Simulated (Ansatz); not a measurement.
MgO (rock salt), relaxed and computed with several functionals in Ansatz (plane waves, PAW).

| functional | a (Å) | gap (eV) | B₀ by P(V) fit (GPa) |
|---|---|---|---|
| PBE | [?] | [?] | [?] |
| HSE06 | 4.202 | 6.56 | 167 |
| r²SCAN | 4.204 | 5.69 | 167 |

Question: Some entries are withheld; supply them.

Answer: 
- PBE, a (Å): 4.254
- PBE, gap (eV): 4.46
- PBE, B₀ by P(V) fit (GPa): 149

All cells were relaxed under the symmetry of their starts (and spin orders); stability against distortions was not tested throughout.

Potentials: the later of the program's two PAW sets.

Ansatz (a program for electronic structure) is a plane-wave DFT program.
